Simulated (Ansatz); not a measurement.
Problem. Name crystals whose computed values (PBEsol (plane waves, PAW; program Ansatz)) fall in these windows: B₀ by P(V) fit (GPa) 120 to 150; highest Γ mode, no LO–TO term (cm⁻¹) 330 to 400; Θ_D (K) 420 to 560.

Solution. 

```tsv
crystal	B₀ by P(V) fit (GPa)	highest Γ mode, no LO–TO term (cm⁻¹)	Θ_D (K)
TiSi, Cmmm (Ti on 2b, Si on 2d)	139	363	494
```
Others may fit too.

Standing as an ambient phase not checked: TiSi, Cmmm (Ti on 2b, Si on 2d). The cell was relaxed under the symmetry of its start. Rows with no word on spin ran without spin polarisation.

Potentials: the later of the program's two PAW sets.
